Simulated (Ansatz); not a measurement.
CdSn2O:
```yaml
crystal:
  lattice:
    - [1.93773, 1.11875, 7.28740]
    - [-1.93773, 1.11875, 7.28740]
    - [0.00000, -2.23750, 7.28740]
  atoms:
    - { symbol: Cd, position: [0.97068, 0.97068, 0.97068] }
    - { symbol: O, position: [0.86684, 0.86684, 0.86684] }
    - { symbol: Sn, position: [0.52440, 0.52440, 0.52440] }
    - { symbol: Sn, position: [0.38805, 0.38805, 0.38805] }
```

Relaxed with PBEsol. Special points in fractions of this cell's reciprocal vectors: Γ (0.000, 0.000, 0.000); T (0.500, 0.500, 0.500); H2 (0.818, 0.182, 0.500); H0 (0.500, -0.182, 0.182); L (0.500, 0.000, 0.000); S0 (0.341, -0.341, 0.000); S2 (0.659, 0.000, 0.341); F (0.500, 0.000, 0.500).

**Question.** List the band energies nearest the Fermi level at these points for plane-wave PAW PBEsol (Ansatz code).

**Answer.** In eV from the Fermi level; about four levels below and three above (degenerate sets whole), none deeper than 8.9 eV; points with the same levels are listed once.

```json
[
 {"k": "Γ", "below": "-5.36 -4.43 -4.43 -2.06", "above": "3.27 3.27 3.27"},
 {"k": "T", "below": "-5.08 -4.43 -4.43 -1.94", "above": "0.63 3.22 3.22"},
 {"k": "H2", "below": "-4.48 -2.95 -1.97 -1.53", "above": "0.10 1.17 1.90"},
 {"k": "L", "below": "-4.46 -3.81 -2.77 -0.90", "above": "1.34 1.34 1.73"},
 {"k": "S0", "below": "-4.49 -2.97 -2.02 -1.54", "above": "0.09 1.37 1.75"},
 {"k": "F", "below": "-4.85 -3.23 -2.02 -1.00", "above": "0.72 1.41 1.82"}
]
```

Space group R3m. The start of the workflow was typed in or built on a structure type; neither database checked (COD, Materials Project) lists it. Whether it is the stable phase at ambient conditions was not checked. The PBEsol relaxation kept the symmetry of its start; its stability against distortions is not shown here. The volume moved by 21 % from the start of the relaxation. Scalar-relativistic: spin–orbit coupling is off unless named, which matters more the heavier the elements.

Potentials: the earlier of the program's two PAW sets. The files were generated under PBE; for other functionals the program regenerates the frozen cores, and for LDA and PBEsol the local potential too.
